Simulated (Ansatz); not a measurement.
Task: ZrRu (rock salt, Fm-3m) is relaxed with DFT-PBE in the program Ansatz with PAW potentials. What lattice parameters of the conventional cell result?

Result: a = 5.356 Å.

The start of the workflow was typed in or built on a structure type; neither database checked (COD, Materials Project) lists it. COD files the formula under space group No. 221. Whether it is the stable phase at ambient conditions was not checked. Symmetry was held in the PBE relaxation; whether a distortion lowers the energy is not shown. No spin polarisation was allowed.

Potentials: the later of the program's two PAW sets.
